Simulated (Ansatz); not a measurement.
TiSi2 (C54 type, space group Fddd)

```
CELL_PARAMETERS angstrom
      0.00000     4.09011     4.24993
      2.38008     0.00000     4.24993
      2.38008     4.09011     0.00000
ATOMIC_POSITIONS crystal
  Si 0.66372 0.33628 0.66372
  Si 0.33628 0.66372 0.33628
  Si 0.58628 0.91372 0.58628
  Si 0.91372 0.58628 0.91372
  Ti 0.00000 0.00000 0.00000
  Ti 0.25000 0.25000 0.25000
```

The slice is a (110) plane (indices of the conventional cell) through the point (0.336, 0.664, 0.336) (fractional), spanned by u = [1 -1 0] and v = [1 1 -1] in vectors of this cell: u (4.73 Å) and v (8.50 Å, at 90° to u). It covers one period; positions are fractions (u, v).

The numbers are results of PBEsol (plane waves to 420 eV, PAW, scalar-relativistic; Ansatz, a quantum-chemistry and plane-wave program), not measurements. k mesh 13×13×13. These are valence fields of a PAW run, semicore shells included where kept as valence: close to a nucleus they are smooth pseudo fields. TiSi2 is run without spin polarisation. TiSi2 was relaxed with its symmetry unable to fall.

Three fields on this plane, each scaled to ten steps between its own extremes (0 low, 9 high; the total valence density on a logarithmic scale, the potential cut 8 eV below its top; x marks points blanked near nuclei; v = 0 in the bottom row):

Map A
```
|xxx545534xx|
|xx53577425x|
|86337xx7436|
|5435xxxx645|
|4458xxxx854|
|5569xxxx744|
|54358xx8644|
|41002688655|
|30xxx27xxx8|
|3xxxx18xxx9|
|30xxx18xxx9|
|41001367777|
|57777531012|
|59xx970xxx0|
|49xxx70xxx0|
|58xx760xxx0|
|88755520004|
|xx74444347x|
|xxx544557xx|
|xxx644446xx|
```

Map B
```
|xxx887798xx|
|xx69866896x|
|67982xx2897|
|7894xxxx498|
|5782xxxx287|
|7895xxxx498|
|99971xx1799|
|97314664358|
|71xxx56xxx4|
|5xxxx44xxx2|
|71xxx66xxx4|
|96205995238|
|97326984027|
|73xx075xxx2|
|50xxx53xxx0|
|72xx075xxx2|
|65337985125|
|xx58999984x|
|xxx887798xx|
|xxx686687xx|
```

Map C
```
|xxx335412xx|
|xx40377204x|
|85017xx7115|
|5314xxxx524|
|5337xxxx734|
|4337xxxx622|
|11159xx9521|
|11476788642|
|26xxx57xxx6|
|4xxxx57xxx8|
|26xxx36xxx7|
|12794137984|
|15896215972|
|48xx942xxx5|
|59xxx64xxx8|
|58xx742xxx6|
|88753102666|
|xx73111137x|
|xxx423325xx|
|xxx535424xx|
```

Question: Assign the maps to these fields: electron localisation function (ELF); valence electron density; electrostatic potential energy of an electron, from the cell's mean.

Answer: A is the electron localisation function (ELF); B is the electrostatic potential energy of an electron, from the cell's mean; C is the valence electron density.
